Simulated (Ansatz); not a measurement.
Values for one crystal, relaxed and computed with PBEsol (plane waves, PAW; program Ansatz); other levels are named.

| Item | Result |
|---|---|
| Volume per atom | 9.29 Å³ |
| Band gap | 1.38 eV (indirect) |
| Highest zone-centre frequency (without LO–TO term) | 644 cm⁻¹ |
| Pressure derivative B′ | 3.1 |
| Smallest direct gap on the standard path | 1.44 eV |
| Formation energy from the elements (no fitted shifts) | -1.98 eV/atom |
| Hole effective mass | 1.5, 3.2, 3.2 mₑ (principal values) |

Task: Which compound is it?
(A) CdIn2O4, spinel
(B) ZrO2, fluorite
(C) FeBiO3, R3m (Fe on 3a, Bi on 3a, O on 9b)
(D) Cr2O3, corundum

Result: D, Cr2O3, corundum

Space group R-3c (corundum). The cell was relaxed with PBEsol under the symmetry of its start, as lowered by the spin order. Magnetic state: antiferromagnetic, chosen from 5 collinear starts compared on coarse meshes (ties went to the first, and starts can fall back to one state), not a proven ground state. Textbook magnetic order: antiferromagnetic. No Hubbard U is applied. The references are the lowest solids computed at this level, not always the standard phases (solids in place of the gases).

Potentials: the later of the program's two PAW sets.
